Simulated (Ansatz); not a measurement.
CoSi2:
Space group Fm-3m (No. 225); a = b = c = 5.274 Å, α = β = γ = 90.00°

```
atom  site  symmetry       x       y       z
----  ----  --------  ------  ------  ------
Co      4a      m-3m  0.0000  0.0000  0.0000
Si      8c      -43m  0.2500  0.2500  0.2500
```
(The calculation used a cell of 3 atoms; values per cell refer to that cell.)

Relaxed with LDA.

Q: Decompose the optical modes at the zone centre into irreducible representations, and say which are infrared and Raman allowed.

A: Point group m-3m: Γ_opt = T1u + T2g. Infrared: T1u. Raman: T2g.

Q: Assign frequencies (DFPT, the program Ansatz at the LDA level (PAW)).

A: T2g 341, T1u 348 cm⁻¹.

The cell was relaxed with LDA under the symmetry of its start; phonons on a q-mesh show no instability. No spin polarisation was allowed. As this level gives no gap, phonon frequencies hold no LO–TO term and depend on the k-mesh and smearing (Fermi–Dirac, 0.1 eV here).

Potentials: the later of the program's two PAW sets.
